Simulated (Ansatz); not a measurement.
Cu Kα1 powder pattern (kinematic, no thermal factors).
```
2θ (°)  relative intensity
 10.28                   6
 20.64                   1
 22.51                   5
 26.91                 100
 31.16                   5
 31.18                   3
 32.90                   2
 34.16                   2
 37.68                   1
 44.65                  23
 44.67                  46
 50.56                   1
 52.91                  30
 52.93                  15
 55.46                   2
 64.99                   7
 65.03                   4
 71.67                   6
 71.69                  12
 82.30                  15
 82.33                   7
 88.52                   7
 88.53                   3
 88.57                   3
```

The pattern is computed from a structure relaxed with Ansatz 0.2.0, DFT PBE, scalar-relativistic, plane waves, PAW. No spin polarisation. Its elements are Al, As, Ga.

Task: Give the structure.

Result: Al₂GaAs₃.
Space group I-4m2 (No. 119). a = 4.056 Å, b = 4.056 Å, c = 17.196 Å, α = 90.00°, β = 90.00°, γ = 90.00°
```json
{"atom": "Al", "site": "4e", "symmetry": "2mm.", "x": "0.5000", "y": "0.5000", "z": "0.1668"}
{"atom": "Ga", "site": "2a", "symmetry": "-4m2", "x": "0.0000", "y": "0.0000", "z": "0.0000"}
{"atom": "As", "site": "4f", "symmetry": "2mm.", "x": "0.0000", "y": "0.5000", "z": "0.4161"}
{"atom": "As", "site": "2d", "symmetry": "-4m2", "x": "0.5000", "y": "0.0000", "z": "0.2500"}
```

A pattern alone doesn't exclude other cells with like lines; this is the one computed.

The cell was found from a structure generator's guess, not taken from experiment.
